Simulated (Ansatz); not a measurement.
The elements of this relaxed trial crystal are hidden behind letters.

```
lattice vectors (Å)
   0.0000    3.3897    3.3897
   3.3897    0.0000    3.3897
   3.3897    3.3897    0.0000
fractional positions
X 0.2500 0.2500 0.2500
X 0.7500 0.7500 0.7500
Z 0.0000 0.0000 0.0000
```

Level of theory: DFT PBE, scalar-relativistic, plane waves, PAW in Ansatz 0.2.0. Plane waves to 420 eV, a 12×12×12 mesh through Γ for the 3-atom cell and 0.10 eV Gaussian smearing; no spin polarisation.

* Space group: Fm-3m (No. 225)
* Conventional cell: a = 6.779 Å
* Volume per atom: 25.96 Å³
* Density: 7.85 g/cm³
* Formation energy: −0.16 eV/atom
* Gap on the 12×12×12 mesh of the 3-atom cell: 0 eV (a metal)

Energies are uncorrected and count from the elements' standard states at the same level.

Question: X is a d-block element of period 5 and Z is a d-block element of period 6. Which elements are they?

Answer: X = Y, Z = Os, so the formula is Y2Os, here in the fluorite type. Density times volume gives a mean mass of 7.85 × 25.96/1.6605 = 122.7 u per atom, and this set has 122.7 u. Around Y lie 4 Os at 2.94 Å and 6 Y at 3.39 Å; Os is surrounded by 8 Y at 2.94 Å. Other sets within the hints have nearly the same mass, so mass alone doesn't settle it; this one was computed.

These runs have no spin–orbit coupling, which can matter for Os. A structure relaxed within its symmetry needn't be a true minimum.
